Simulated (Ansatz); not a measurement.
Trial structure of TbGa₂O, not yet relaxed:

```
Tb Ga O
1.0
     1.70809    0.98617    5.95879
    -1.70809    0.98617    5.95879
     0.00000   -1.97234    5.95879
Tb Ga O
1 2 1
Direct
  0.50000 0.50000 0.50000
  0.23031 0.23031 0.23031
  0.76969 0.76969 0.76969
  0.00000 0.00000 0.00000
```

Level of theory: DFT PBE, scalar-relativistic, plane waves, PAW, and for the lanthanide a 4f-in-core norm-conserving potential, in Ansatz 0.2.0. Plane waves to 690 eV, a k mesh through Γ of 6×6×6 on the computed 4-atom cell and Gaussian smearing (0.10 eV); no spin polarisation.

Formation energies are uncorrected and refer to the elements' standard structures at the same level (O₂ as a molecule).

Question: Estimate its pressure, forces and energy as it stands.

Answer: The pressure is 61.1 GPa (the mean over three directions, positive in compression), the largest force is 9.49 eV/Å, and the energy is +2.16 eV/atom against the elements. The shortest distance is 2.28 Å.

Question: Is it a good guess?

Answer: A poor one: relaxing gains about 2.7 eV/atom (the start's value is from the coarse mesh, so the gain is rough) in 19 ionic steps and ends at −0.57 eV/atom on the finer mesh. The symmetry stays R-3m (No. 166). The volume per atom grows by 15.8 %, from 15.1 to 17.4 Å³. The shortest distance goes from 2.28 Å (Tb–Ga) to 2.33 Å (Ga–O). The ratio c/a of the conventional cell changes by a factor of 1.40. Conventional cell: a = 3.204 Å, c = 23.541 Å. Tb is surrounded by 6 Ga at 3.12 Å and 6 Tb at 3.20 Å; Ga has 3 O at 2.33 Å, 3 Tb at 3.12 Å and 9 Ga at 3.20–3.37 Å; around O lie 6 Ga at 2.33 Å.

The last run used an 18×18×18 mesh for its 4-atom cell and Gaussian smearing of 0.10 eV. An odd number of valence electrons (the lanthanide is held trivalent, its 4f shell in the core) allows no gap without spin; another valence of the lanthanide, a larger cell or a magnetic state could open one. The relaxation can't lower the symmetry of the start, and the grade says only how near the guess is to its own end. Symmetry constrained the relaxation, so the result can be a saddle point.

The lanthanide is trivalent by construction, without f bands, f moments or other valences. The reference runs of the other elements, and any phases without the lanthanide, used 420 eV, which shifts energies against them by under 10 meV/atom. The lanthanide's reference is the lowest of its hcp, dhcp and fcc cells.
